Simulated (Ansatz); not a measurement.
**Al: computed properties**

All numbers below come from DFT PBEsol+D3(BJ), scalar-relativistic, plane waves, PAW in Ansatz 0.2.0.

Plane waves to 420 eV, a k mesh through Γ of 18×18×6 on the computed 4-atom cell and Gaussian smearing (0.10 eV); no spin polarisation.

The structure is relaxed at this level of theory with its symmetry kept. This form isn't the element's structure at ambient conditions.

```cif
data_structure
_symmetry_space_group_name_H-M 'P6_3/mmc'
_symmetry_Int_Tables_number 194
_cell_length_a 2.8011
_cell_length_b 2.8011
_cell_length_c 9.1928
_cell_angle_alpha 90.000
_cell_angle_beta 90.000
_cell_angle_gamma 120.000
_cell_volume 62.47
loop_
_atom_site_label
_atom_site_type_symbol
_atom_site_symmetry_multiplicity
_atom_site_Wyckoff_symbol
_atom_site_fract_x
_atom_site_fract_y
_atom_site_fract_z
_atom_site_occupancy
Al1 Al 2 a 0.00000 0.00000 0.00000 1
Al2 Al 2 c 0.33333 0.66667 0.25000 1
```

| Property | Result |
| --- | --- |
| Space group | P6_3/mmc (No. 194) |
| Volume per atom | 15.62 Å³ |
| Kohn–Sham band gap | none (metal) |
| Density of states at the Fermi level | 1.45 states/eV per cell |
| Löwdin character within 0.5 eV of the Fermi level | Al 3p 66 %, Al 3s 29 %, unprojected 5 % |
| Bulk modulus | 90 GPa |
| Its pressure derivative | 4.2 |
| Bader charges (e) | Al (2 in the cell) 0.04, Al (2 in the cell) -0.04 |